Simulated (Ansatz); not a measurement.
Input and output for Eu (fcc type): DFT, LDA, PAW with Ansatz's default frozen-core files, scalar-relativistic (Ansatz 0.2.0). This run: cell relaxed at zero pressure.

The start is a guessed cell of a prototype that needn't be stable.

Command: `ansatz run input.yaml --threads 2 --pin off --max-ram 7168MiB --backend cpu --events-out ev --progress --plain --runs-dir out` It took 2 s on 2 threads of AMD EPYC 9R45 96-Core Processor (Zen 5), on a shared host, peak memory 0.43 GiB.

```yaml
crystal:
  lattice:
    - [0.0, 2.5884099501, 2.5884099501]
    - [2.5884099501, 0.0, 2.5884099501]
    - [2.5884099501, 2.5884099501, 0.0]
  atoms:
    - { symbol: Eu, position: [0.0, 0.0, 0.0], spin: 7.0 }
magnetization:
  spin_polarized: true
kpoints:
  mp_grid: { grid: [13, 13, 13] }
scf:
  occupations: { method: fermi_dirac, width: 0.1 }
hamiltonian:
  xc: lda
  pseudopotentials: { kind: paw }
output:
  forces: true
  stress: true
relax:
  f_tol: 0.005
  max_steps: 40
  cell: {}
```

Output:

```
Engine: ansatz 0.2.0
Pseudopotentials: kind: paw
Pseudopotential: Eu, paw, valence charge 17, recommended cutoff 420 eV (normal), Eu.paw.azcp
Functional definition: SPW92
  exchange = slater_x
  correlation = pw_c
Crystal: 1 atoms, lattice volume = 34.684 Å³
Basis set: ecut = 420 eV, 645 PW (Γ)
Bands: 16, of which v1, the nominal top of the filled ones, is band 9 counted from 1 (8 counted from 0)
Symmetry: 48 space group operations
Space group: Fm-3m (ITA 225), of the structure as read, at distance tolerance 3.3e-5 Å
Magnetic group: BNS 225.116 (UNI 1618), of the structure as read, at distance tolerance 3.3e-5 Å
k-points: 84 of 2197
Non-local potential: Eu, projectors of the file, l = 0: 3, l = 1: 2, l = 2: 2, l = 3: 3
PAW form: soft (Blöchl's): semilocal exchange-correlation on the pseudo side does not see the compensation charge
PAW frozen core: Eu, regenerated for the run's functional, and the local potential with it (the file was generated under x = pbe(κ = 0.804, μ = 0.2195149727645171), c = pbe(β = 0.06672455060314922))
PAW one-centre angular grid: Eu, 590 points (default); XC on 64 Gauss nodes
Initial density: superposition of atomic densities (chi_scale 0.1, normalization cell)
Starting moments: Σ|m| = 7 μB on 1 of 1 site
Initial wavefunctions: pseudopotential atomic-orbital guess
Functional: x = slater, c = lda
iter 1 solved again at ethr=7.23e-4 eV; its pass at ethr=3.10e-3 eV (dr2=1.23e-1 eV) is discarded
SCF iter   1: F=—  HF=-8565.180257 eV  |F-HF|=—  |Δ(HF+E_count)|=         —  Δρ=4.05e-2 (↑4.05e-2 ↓2.06e-2)  dr2=1.23e-1  dr2_m=2.85e-1  M=7.142 μB ∫|m|=7.142 μB  β_m=0.30  ethr=7.23e-4  ⟨swp⟩=1.0  Hψ=15984  notcnv=0
Mixer restart at iter 1: flushing history
preconditioner: auto → none  [metal: Δε(μ)=0.021 eV  Ē_g=11.636 eV  σ=0.100 eV  W_gap=0.05  n_scr=8 (ndim 8)  ℏωp=24.4 eV  f_vac=0.000  D(μ)=3.56/eV (n_scr^D=58)  sad-step TF]
SCF iter   2: F=—  HF=-8565.312675 eV  |F-HF|=—  |Δ(HF+E_count)|=   1.32e-1  Δρ=2.56e-2 (↑2.56e-2 ↓1.45e-2)  dr2=3.71e-2  dr2_m=1.24e-1  M=7.152 μB ∫|m|=7.152 μB  β_m=0.48  ethr=7.23e-4  ⟨swp⟩=3.0  Hψ=5344  notcnv=0
SCF iter   3: F=—  HF=-8565.510354 eV  |F-HF|=—  |Δ(HF+E_count)|=   1.98e-1  Δρ=1.36e-2 (↑1.36e-2 ↓4.41e-3)  dr2=2.72e-2  dr2_m=2.42e-2  M=7.214 μB ∫|m|=7.214 μB  β_m=0.71  ethr=2.18e-4  ⟨swp⟩=2.4  Hψ=5913  notcnv=0
SCF iter   4: F=—  HF=-8565.656062 eV  |F-HF|=—  |Δ(HF+E_count)|=   1.46e-1  Δρ=1.88e-3 (↑1.76e-3 ↓1.88e-3)  dr2=4.51e-4  dr2_m=5.89e-4  M=7.292 μB ∫|m|=7.292 μB  β_m=0.82  ethr=1.60e-4  ⟨swp⟩=2.8  Hψ=5924  notcnv=0
SCF iter   5: F=—  HF=-8565.676685 eV  |F-HF|=—  |Δ(HF+E_count)|=   2.06e-2  Δρ=4.29e-3 (↑4.29e-3 ↓5.40e-4)  dr2=5.64e-3  dr2_m=1.41e-3  M=7.336 μB ∫|m|=7.336 μB  β_m=0.82  ethr=2.65e-6  ⟨swp⟩=2.2  Hψ=4871  notcnv=0
SCF iter   6: F=—  HF=-8565.689556 eV  |F-HF|=—  |Δ(HF+E_count)|=   1.29e-2  Δρ=1.52e-4 (↑1.52e-4 ↓8.35e-5)  dr2=9.99e-6  dr2_m=2.05e-6  M=7.372 μB ∫|m|=7.372 μB  β_m=0.91  ethr=2.65e-6  ⟨swp⟩=3.4  Hψ=6770  notcnv=0
SCF iter   7: F=—  HF=-8565.689603 eV  |F-HF|=—  |Δ(HF+E_count)|=   4.73e-5  Δρ=5.65e-5 (↑5.65e-5 ↓2.14e-5)  dr2=4.29e-7  dr2_m=4.17e-7  M=7.375 μB ∫|m|=7.375 μB  β_m=0.95  ethr=5.88e-8  ⟨swp⟩=2.1  Hψ=4919  notcnv=0
SCF iter   8: F=—  HF=-8565.689603 eV  |F-HF|=—  |Δ(HF+E_count)|=   1.08e-7  Δρ=2.67e-5 (↑2.67e-5 ↓3.28e-6)  dr2=1.82e-7  dr2_m=5.89e-8  M=7.375 μB ∫|m|=7.375 μB  β_m=0.98  ethr=2.52e-9  ⟨swp⟩=2.1  Hψ=4250  notcnv=0
SCF iter   9: F=—  HF=-8565.689603 eV  |F-HF|=—  |Δ(HF+E_count)|=   7.25e-8  Δρ=1.53e-6 (↑1.53e-6 ↓8.39e-7)  dr2=4.98e-10  dr2_m=3.64e-10  M=7.375 μB ∫|m|=7.375 μB  β_m=0.99  ethr=1.07e-9  ⟨swp⟩=2.0  Hψ=4132  notcnv=0
SCF iter  10: F=-8565.689603 eV  HF=-8565.689603 eV  |F-HF|=2.06e-9  |Δ(HF+E_count)|=  5.20e-10  Δρ=2.69e-6 (↑2.69e-6 ↓4.38e-7)  dr2=1.96e-9  dr2_m=6.06e-10  M=7.375 μB ∫|m|=7.375 μB  ethr=2.93e-12  ⟨swp⟩=1.3  Hψ=7491  notcnv=0
SCF 1 converged in 10 iterations: F = -8565.689603 eV  dr2 = 1.96e-9
  greatest PAW one-centre occupation: 1.001 electrons in one spin orbital (limit 2), on the Eu atom at site 0 (counted from 0), in its partial waves of l = 0
relax step   1: F+E_penalty+E_count = -8565.68960345 eV  Δ(F+E_penalty+E_count) = +0.000e0 eV  max|allowed force component| = 0.000e0 eV/Å  Δτ_max = 0.0000 Å  P = -0.042 GPa  Ω = 34.684 Å³  (10 SCF iters, dr2 threshold 1.00e-7 eV, accepted)
Initial density: handed on by an earlier stage of this run
Starting moments: Σ|m| = 7 μB on 1 of 1 site; this step starts from the density that it was given
Initial wavefunctions: pseudopotential atomic-orbital guess (no wavefunctions were taken with the density)
iter 1 solved again at ethr=2.62e-9 eV; its pass at ethr=3.10e-3 eV (dr2=4.45e-7 eV) is discarded
SCF iter   1: F=—  HF=-8565.689603 eV  |F-HF|=—  |Δ(HF+E_count)|=         —  Δρ=7.08e-7 (↑7.08e-7 ↓2.42e-7)  dr2=9.74e-11  dr2_m=5.35e-11  M=7.375 μB ∫|m|=7.375 μB  β_m=0.65  ethr=2.62e-9  ⟨swp⟩=4.3  Hψ=22477  notcnv=0
preconditioner: auto → none  [metal: Δε(μ)=0.012 eV  Ē_g=11.467 eV  σ=0.100 eV  W_gap=0.03  n_scr=8 (ndim 8)  ℏωp=24.4 eV  f_vac=0.000  D(μ)=1.85/eV (n_scr^D=14)]
SCF iter   2: F=—  HF=-8565.689603 eV  |F-HF|=—  |Δ(HF+E_count)|=   2.26e-8  Δρ=7.41e-7 (↑7.41e-7 ↓1.84e-7)  dr2=1.95e-10  dr2_m=4.28e-11  M=7.375 μB ∫|m|=7.375 μB  β_m=0.30  ethr=1.00e-12  ⟨swp⟩=3.6  Hψ=5396  notcnv=0
SCF iter   3: F=—  HF=-8565.689603 eV  |F-HF|=—  |Δ(HF+E_count)|=  1.15e-10  Δρ=1.91e-7 (↑1.87e-7 ↓1.91e-7)  dr2=1.41e-12  dr2_m=1.11e-11  M=7.375 μB ∫|m|=7.375 μB  β_m=0.65  ethr=1.00e-12  ⟨swp⟩=2.2  Hψ=3993  notcnv=0
SCF iter   4: F=—  HF=-8565.689603 eV  |F-HF|=—  |Δ(HF+E_count)|=  4.18e-11  Δρ=1.64e-7 (↑1.64e-7 ↓1.09e-7)  dr2=4.55e-12  dr2_m=4.90e-12  M=7.375 μB ∫|m|=7.375 μB  β_m=0.82  ethr=1.00e-12  ⟨swp⟩=1.0  Hψ=2688  notcnv=0
SCF iter   5: F=—  HF=-8565.689603 eV  |F-HF|=—  |Δ(HF+E_count)|=  2.18e-11  Δρ=6.38e-8 (↑6.38e-8 ↓2.78e-8)  dr2=1.04e-12  dr2_m=4.54e-13  M=7.375 μB ∫|m|=7.375 μB  β_m=0.91  ethr=1.00e-12  ⟨swp⟩=1.0  Hψ=2688  notcnv=0
SCF iter   6: F=—  HF=-8565.689603 eV  |F-HF|=—  |Δ(HF+E_count)|=  3.64e-12  Δρ=2.25e-8 (↑2.25e-8 ↓6.12e-9)  dr2=1.89e-13  dr2_m=3.49e-14  M=7.375 μB ∫|m|=7.375 μB  β_m=0.96  ethr=1.00e-12  ⟨swp⟩=1.0  Hψ=2688  notcnv=0
SCF iter   7: F=-8565.689603 eV  HF=-8565.689603 eV  |F-HF|=3.64e-12  |Δ(HF+E_count)|=  1.82e-12  Δρ=1.70e-8 (↑1.70e-8 ↓4.35e-9)  dr2=1.02e-13  dr2_m=2.10e-14  M=7.375 μB ∫|m|=7.375 μB  ethr=1.00e-12  ⟨swp⟩=4.1  Hψ=9517  notcnv=0
SCF 2 converged in 7 iterations: F = -8565.689603 eV  dr2 = 1.02e-13
relax step   2: F+E_penalty+E_count = -8565.68960345 eV  Δ(F+E_penalty+E_count) = -1.975e-9 eV  max|allowed force component| = 0.000e0 eV/Å  Δτ_max = 0.0000 Å  P = -0.043 GPa  Ω = 34.684 Å³  stress off target by 4.26e-2 GPa  SCF on the basis re-selected at this cell (its energy is not comparable with the rows above)  (7 SCF iters)
basis re-selected at this cell: Δ(F+E_penalty+E_count) = -1.975e-9 eV, ΔP = -0.000 GPa vs the last step (what re-selecting the basis moved, of the pressure what is left beyond the Pulay correction that the steps carried, after the strain that the cell walked since its last selection, with what the two solves' SCF thresholds leave and, on support functions, any second-order correction that the steps lacked; it is no measure of the basis error at this ecutwfc). This SCF's stress stands 4.26e-2 GPa from its target on what of the cell is left free (relax.cell.stress_tol is 5.00e-2 GPa) and its largest allowed force component is 0.00e0 eV/Å (relax.f_tol is 5.00e-3 eV/Å): within both
SCF converged after 7 iterations
Magnetization: 7.3750 μB (12.1875 up, 4.8125 down)
Absolute magnetization: 7.3750 μB (∫|ρ↑−ρ↓|, with the PAW one-centre terms)
Spin contamination: 0.0046 ħ² per cell (⟨S²⟩ above its minimum at these occupations)
Per-site moments (μB) at R_I (Å): [(7.0706724730564225, 1.5099828382703155)]
Free energy (F): -8565.689603 eV
Harris-Foulkes:  -8565.689603 eV  (|F-HF|=3.64e-12)
Internal energy: -8565.617805 eV  (E = F + TS)
E sigma→0 (E₀):  -8565.653704 eV
Entropy (-TS):   -0.071798 eV (-71.798 meV/atom)
Fermi energy:    11.072962 eV
--- Per-component energies (eV) ---
  E_band       = -11.830219
  E_kinetic    = 355.057296
  E_local      = -1966.907158  (includes V_loc(G=0)·N_el)
  E_nonlocal   = 474.076184
  E_hartree    = 776.455027
  E_xc         = -176.891166
  E_vxc        = -204.027462  (∫ρ·V_xc dr)
  E_paw        = -6185.723094  (= ΣΔE_a)
  E_vpaw       = -222.939117  (= ΣTr[D̂ρ^β])
  E_aug_tail   = -0.000000  (compensation charges beyond the density's cutoff)
  E_ewald      = -1842.819784
  E_core_change = 1.134888  (= ΣΔE_core)
  E_smearing   = -0.071798  (= −TS)
  E_closure    = -0.000000  (closes the sum)
  Σ components = -8565.689603   (vs F -8565.689603, Δ=0.00e0)
--- Forces (eV/Å), atoms counted from 1 ---
  atom   1  Eu     0.00000000     0.00000000    -0.00000000
  max |Σ_I F_I| component: 7.40e-32 eV/Å
--- Stress (GPa, compression-positive) ---
       -0.042556      -0.000000      -0.000000
       -0.000000      -0.042556       0.000000
       -0.000000      -0.000000      -0.042556
  P = ⅓ Tr σ = -0.0426 GPa (-0.426 kbar)
--- Relaxed structure (1 steps of the walk, 1 accepted, 1 SCFs on fresh bases) ---
  F+E_penalty+E_count = -8565.68960345 eV   max|allowed force component| = 0.000e0 eV/Å   (the final SCF, on the basis selected at the relaxed cell)
  cell:  # Å, volume = 34.6840 Å³
    - [0.0, 2.5884099501, 2.5884099501]
    - [2.5884099501, 0.0, 2.5884099501]
    - [2.5884099501, 2.5884099501, 0.0]
  atoms:
    - { symbol: Eu, position: [0.0, 0.0, 0.0] }
```

Next run (fcc relaxed under pressure), as changes to the input before:

```diff
   lattice:
-    - [0.0, 2.5884099501, 2.5884099501]
-    - [2.5884099501, 0.0, 2.5884099501]
-    - [2.5884099501, 2.5884099501, 0.0]
+    - [0.0, 2.1770682752, 2.1770682752]
+    - [2.1770682752, 0.0, 2.1770682752]
+    - [2.1770682752, 2.1770682752, 0.0]
   atoms:
 kpoints:
-  mp_grid: { grid: [13, 13, 13] }
+  mp_grid: { grid: [15, 15, 15] }
 scf:
   stress: true
+  eigenvalues: true
+  write_density: true
+  write_potential: true
+  elf: true
+  volumetric_format: npy
 relax:
   max_steps: 40
-  cell: {}
+  cell: { p_target: 22.0, stress_tol: 0.03 }
```

Results part of the output:

```
basis re-selected at this cell: Δ(F+E_penalty+E_count) = -6.247e-5 eV, ΔP = -0.003 GPa vs the last step (what re-selecting the basis moved, of the pressure what is left beyond the Pulay correction that the steps carried, after the strain that the cell walked since its last selection, with what the two solves' SCF thresholds leave and, on support functions, any second-order correction that the steps lacked; it is no measure of the basis error at this ecutwfc). This SCF's stress stands 7.47e-4 GPa from its target on what of the cell is left free (relax.cell.stress_tol is 3.00e-2 GPa) and its largest allowed force component is 0.00e0 eV/Å (relax.f_tol is 5.00e-3 eV/Å): within both
SCF converged after 8 iterations
Magnetization: 6.9507 μB (11.9753 up, 5.0247 down)
Absolute magnetization: 6.9507 μB (∫|ρ↑−ρ↓|, with the PAW one-centre terms)
Spin contamination: 0.0238 ħ² per cell (⟨S²⟩ above its minimum at these occupations)
Per-site moments (μB) at R_I (Å): [(6.712926264005764, 1.2720069385776325)]
Free energy (F): -8565.037185 eV
Harris-Foulkes:  -8565.037185 eV  (|F-HF|=1.82e-12)
Internal energy: -8564.975027 eV  (E = F + TS)
E sigma→0 (E₀):  -8565.006106 eV
Entropy (-TS):   -0.062157 eV (-62.157 meV/atom)
Fermi energy:    19.584459 eV
--- Per-component energies (eV) ---
  E_band       = 131.596389
  E_kinetic    = 369.846405
  E_local      = -1420.958114  (includes V_loc(G=0)·N_el)
  E_nonlocal   = 461.982783
  E_hartree    = 573.697708
  E_xc         = -183.836040
  E_vxc        = -213.064422  (∫ρ·V_xc dr)
  E_paw        = -6179.255339  (= ΣΔE_a)
  E_vpaw       = -213.605689  (= ΣTr[D̂ρ^β])
  E_aug_tail   = -0.000000  (compensation charges beyond the density's cutoff)
  E_ewald      = -2187.587318
  E_core_change = 1.134888  (= ΣΔE_core)
  E_smearing   = -0.062157  (= −TS)
  E_closure    = 0.000000  (closes the sum)
  Σ components = -8565.037185   (vs F -8565.037185, Δ=0.00e0)
--- Forces (eV/Å), atoms counted from 1 ---
  atom   1  Eu     0.00000000     0.00000000    -0.00000000
  max |Σ_I F_I| component: 3.70e-32 eV/Å
--- Stress (GPa, compression-positive) ---
       21.999253      -0.000000      -0.000000
       -0.000000      21.999253       0.000000
       -0.000000       0.000000      21.999253
  P = ⅓ Tr σ = 21.9993 GPa (219.993 kbar)
--- Band table (eV; the first three rows and the last of 240) ---
  k-point 0 ↑: bands = ["-22.1079", "0.9099", "0.9099", "0.9099", "15.3139", "18.2598", "18.7260", "18.7260", "18.7260", "19.2800", "19.2800", "19.2800", "21.7243", "21.7243", "21.7243", "25.7834"]
  k-point 1 ↑: bands = ["-22.0858", "0.7353", "0.8914", "0.8914", "15.5568", "18.2437", "18.7139", "18.7356", "18.7356", "19.2326", "19.2326", "19.2808", "21.6227", "21.8661", "21.8661", "25.6529"]
  k-point 2 ↑: bands = ["-22.0226", "0.2655", "0.8395", "0.8395", "16.1838", "18.2206", "18.6797", "18.7636", "18.7636", "19.1264", "19.1264", "19.2831", "21.4182", "22.1860", "22.1860", "25.4093"]
  k-point 119 ↓: bands = ["-18.5003", "0.6967", "0.8520", "1.8471", "19.1257", "21.1787", "21.8566", "22.3995", "23.2680", "23.2851", "23.6110", "23.7044", "23.8501", "24.0942", "26.2387", "31.5969"]
--- Relaxed structure (3 steps of the walk, 3 accepted, 1 SCFs on fresh bases) ---
  F+E_penalty+E_count = -8565.03718456 eV   max|allowed force component| = 0.000e0 eV/Å   (the final SCF, on the basis selected at the relaxed cell)
  cell:  # Å, volume = 20.7339 Å³
    - [-4.58583482960603e-34, 2.180472077538386, 2.180472077538386]
    - [2.180472077538386, 5.378005950345267e-34, 2.180472077538386]
    - [2.180472077538386, 2.180472077538386, 7.921711207392362e-35]
  atoms:
    - { symbol: Eu, position: [0.0, 0.0, 0.0] }
```

Next run (bcc relaxed under pressure), as changes to the input before:

```diff
   lattice:
-    - [0.0, 2.1770682752, 2.1770682752]
-    - [2.1770682752, 0.0, 2.1770682752]
-    - [2.1770682752, 2.1770682752, 0.0]
+    - [-1.7279402351, 1.7279402351, 1.7279402351]
+    - [1.7279402351, -1.7279402351, 1.7279402351]
+    - [1.7279402351, 1.7279402351, -1.7279402351]
   atoms:
 kpoints:
-  mp_grid: { grid: [15, 15, 15] }
+  mp_grid: { grid: [16, 16, 16] }
 scf:
   eigenvalues: true
-  write_density: true
-  write_potential: true
-  elf: true
-  volumetric_format: npy
 relax:
```

Results part of the output:

```
basis re-selected at this cell: Δ(F+E_penalty+E_count) = -2.323e-4 eV, ΔP = -0.004 GPa vs the last step (what re-selecting the basis moved, of the pressure what is left beyond the Pulay correction that the steps carried, after the strain that the cell walked since its last selection, with what the two solves' SCF thresholds leave and, on support functions, any second-order correction that the steps lacked; it is no measure of the basis error at this ecutwfc). This SCF's stress stands 2.56e-2 GPa from its target on what of the cell is left free (relax.cell.stress_tol is 3.00e-2 GPa) and its largest allowed force component is 0.00e0 eV/Å (relax.f_tol is 5.00e-3 eV/Å): within both
SCF converged after 9 iterations
Magnetization: 7.1211 μB (12.0606 up, 4.9394 down)
Absolute magnetization: 7.1211 μB (∫|ρ↑−ρ↓|, with the PAW one-centre terms)
Spin contamination: 0.0153 ħ² per cell (⟨S²⟩ above its minimum at these occupations)
Per-site moments (μB) at R_I (Å): [(6.782239274279899, 1.2431155977641657)]
Free energy (F): -8565.030773 eV
Harris-Foulkes:  -8565.030773 eV  (|F-HF|=3.64e-12)
Internal energy: -8564.973135 eV  (E = F + TS)
E sigma→0 (E₀):  -8565.001954 eV
Entropy (-TS):   -0.057637 eV (-57.637 meV/atom)
Fermi energy:    19.266047 eV
--- Per-component energies (eV) ---
  E_band       = 125.849163
  E_kinetic    = 369.759627
  E_local      = -1438.181535  (includes V_loc(G=0)·N_el)
  E_nonlocal   = 461.933673
  E_hartree    = 579.560652
  E_xc         = -183.761907
  E_vxc        = -212.967798  (∫ρ·V_xc dr)
  E_paw        = -6179.349688  (= ΣΔE_a)
  E_vpaw       = -213.816064  (= ΣTr[D̂ρ^β])
  E_aug_tail   = -0.000000  (compensation charges beyond the density's cutoff)
  E_ewald      = -2176.068846
  E_core_change = 1.134888  (= ΣΔE_core)
  E_smearing   = -0.057637  (= −TS)
  E_closure    = 0.000000  (closes the sum)
  Σ components = -8565.030773   (vs F -8565.030773, Δ=0.00e0)
--- Forces (eV/Å), atoms counted from 1 ---
  atom   1  Eu    -0.00000000    -0.00000000     0.00000000
  max |Σ_I F_I| component: 3.90e-32 eV/Å
--- Stress (GPa, compression-positive) ---
       21.974351      -0.000000      -0.000000
       -0.000000      21.974351      -0.000000
        0.000000       0.000000      21.974351
  P = ⅓ Tr σ = 21.9744 GPa (219.744 kbar)
--- Band table (eV; the first three rows and the last of 290) ---
  k-point 0 ↑: bands = ["-22.4537", "0.4941", "0.4941", "0.4941", "14.8683", "18.1230", "18.1230", "18.1230", "18.8168", "18.8168", "18.8168", "18.9852", "21.3983", "21.3983", "21.3983", "24.8422"]
  k-point 1 ↑: bands = ["-22.4341", "0.3470", "0.4543", "0.4915", "15.0902", "18.1081", "18.1269", "18.1275", "18.7918", "18.7994", "18.8078", "18.9447", "21.2786", "21.4074", "21.6621", "24.6154"]
  k-point 2 ↑: bands = ["-22.3776", "-0.0536", "0.3427", "0.4838", "15.6809", "18.0726", "18.1377", "18.1417", "18.7276", "18.7303", "18.7853", "18.8968", "20.9582", "21.3815", "22.3883", "24.2421"]
  k-point 144 ↓: bands = ["-18.5779", "0.6049", "0.6049", "0.6049", "16.8015", "16.8015", "22.4853", "22.8204", "22.8204", "22.8204", "23.4404", "23.4404", "23.4404", "30.6837", "30.6837", "30.6837"]
--- Relaxed structure (3 steps of the walk, 3 accepted, 1 SCFs on fresh bases) ---
  F+E_penalty+E_count = -8565.03077271 eV   max|allowed force component| = 0.000e0 eV/Å   (the final SCF, on the basis selected at the relaxed cell)
  cell:  # Å, volume = 21.0688 Å³
    - [-1.7399106060677905, 1.7399106060677905, 1.7399106060677905]
    - [1.7399106060677905, -1.7399106060677905, 1.7399106060677905]
    - [1.7399106060677905, 1.7399106060677905, -1.7399106060677905]
  atoms:
    - { symbol: Eu, position: [0.0, 0.0, 0.0] }
```

The open f shell is treated without a Hubbard term, so these are results of the method, and the state needn't be the lowest. Spin–orbit coupling is left out, which matters for the heavy atoms. The PAW files were made under PBE.
